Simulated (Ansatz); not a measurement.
## WS$_{2}$: an elastic constant from a strain scan

All numbers below come from Ansatz 0.2.0, DFT r2SCAN, scalar-relativistic, plane waves, PAW. Cutoff 500 eV, Γ-centred 12×12×2 k-points, Gaussian smearing of 0.05 eV. Spin–orbit coupling is left out, which can shift energies with elements as heavy as these. No spin polarisation. Energies are free energies at this smearing, counted from the undisturbed cell; pressure is positive in compression.

The undisturbed cell (relaxed at this level; this form isn't the usual structure):

```yaml
crystal:
  lattice:
    - [3.18141, 0.00000, 0.00000]
    - [-1.59071, 2.75518, 0.00000]
    - [0.00000, 0.00000, 23.68815]
  atoms:
    - { symbol: W, position: [0.33333, 0.66667, 0.63794] }
    - { symbol: W, position: [0.66667, 0.33333, 0.36206] }
    - { symbol: S, position: [0.33333, 0.66667, 0.29624] }
    - { symbol: S, position: [0.66667, 0.33333, 0.57210] }
    - { symbol: S, position: [0.33333, 0.66667, 0.42790] }
    - { symbol: S, position: [0.66667, 0.33333, 0.70376] }
```

The cell holds layers and no dispersion correction was added, so their binding is poorly described.

The cell is strained by ε times the Voigt pattern (0, 0, 1, 0, 0, 0) (xx, yy, zz, yz, xz, xy; engineering shear) with fractional coordinates fixed. The cell holds 6 atoms in V0 = 207.64 Å³. The stress column is τ = (1/V0) dE/dε, got from the stress tensor σ (compression positive) at each point as −det(1 + εP) σ : P(1 + εP)⁻¹, with P the pattern as a tensor.

```
      ε  ΔE (meV/atom)  τ (GPa)
-0.0200          7.029   -3.304
-0.0150          3.923   -2.451
-0.0100          1.728   -1.616
-0.0050          0.427   -0.798
 0.0000          0.000    0.004
 0.0050          0.428    0.788
 0.0100          1.696    1.557
 0.0150          3.786    2.309
 0.0175          5.133    2.679
 0.0200              ?        ?
```

Which combination of elastic constants does this scan measure, and how large is it?

For small ε, τ = τ0 + Kε with K = pᵀCp, which for this pattern is C33 in the Cartesian frame shown. The parabola through τ at ε = -0.0050, 0 and 0.0050 has slope K = 159 GPa at zero. The energies per cell, E = NΔE, of the same two points give K = 2[E(ε₊)/ε₊ − E(ε₋)/ε₋]/[(ε₊ − ε₋)V0] = 158 GPa, in agreement. These are clamped-ion values.

Predict the withheld row at ε = 0.0200 from the harmonic law, and compare.

ΔE = V0(τ0 ε + Kε²/2)/N = 6.866 meV/atom and τ = 3.18 GPa. The calculation gives 6.678 meV/atom and 3.04 GPa, a miss of 2.7 % of the harmonic energy, so the harmonic law still holds here.

Forces appear on the atoms along this scan, and letting them relax would lower the energy and soften the response.

Cost: 10 runs of about 4.8 core-minutes in all, on Intel Xeon Processor @ 2.70GHz (shared hosts).